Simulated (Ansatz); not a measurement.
# Two Ansatz runs on NbAl3

The cell is the one relaxed in the Materials Project (mp-1842), not relaxed further here; entries there can be hypothetical.

First run: DFT, LDA, all-electron LAPW, scalar-relativistic (Ansatz 0.2.0).

Command: `ansatz run input.yaml --threads 1 --pin off --max-ram 4096MiB --backend cpu --events-out ev --progress --plain --runs-dir out` The run took about 79 s on 1 thread of a shared machine.

```yaml
crystal:
  lattice:
    - [-1.9169829227, 1.9169829227, 4.2924503537]
    - [1.9169829227, -1.9169829227, 4.2924503537]
    - [1.9169829227, 1.9169829227, -4.2924503537]
  atoms:
    - { symbol: Al, position: [0.5, 0.5, 0.0] }
    - { symbol: Al, position: [0.75, 0.25, 0.5] }
    - { symbol: Al, position: [0.25, 0.75, 0.5] }
    - { symbol: Nb, position: [0.0, 0.0, 0.0] }
kpoints:
  mp_grid: { grid: [12, 12, 12] }
  band_path:
    path:
      - [0.0, 0.0, 0.0]
      - [0.0, 0.0, 0.5]
      - [0.25, 0.25, 0.25]
      - [0.0, 0.5, 0.0]
      - [0.0, 0.0, 0.0]
      - [0.5, 0.5, -0.5]
      - [0.2998615684, 0.7001384316, -0.2998615684]
      - [-0.2998615684, 0.2998615684, 0.2998615684]
      - [0.0, 0.0, 0.0]
    npoints: 14
scf:
  occupations: { method: fermi_dirac, width: 0.05 }
hamiltonian:
  xc: lda
  pseudopotentials: { kind: all_electron, lapw: { basis_error: 0.001 } }
output:
  forces: true
  stress: true
  eigenvalues: true
  fatbands: true
  populations: true
  dos: { projected: true, de: 0.2, e_range: [-14, 8] }
```

Result: converged; pressure -4.01 GPa; no gap on the k mesh; 10 SCF iterations.

The input is then changed:

```diff
@@ -24,5 +24,6 @@
     npoints: 14
 scf:
-  occupations: { method: fermi_dirac, width: 0.05 }
+  occupations: { method: tetrahedron }
+  mixing: { preconditioner: local_kerker }
 hamiltonian:
   xc: lda
@@ -32,6 +33,4 @@
   stress: true
   eigenvalues: true
-  fatbands: true
   populations: true
-  dos: { projected: true, de: 0.2, e_range: [-14, 8] }
```

What does the second run give?

It converged; energy at zero smearing +0.1 meV/atom from the first run; pressure -4.03 GPa; no gap on the k mesh; 10 SCF iterations.
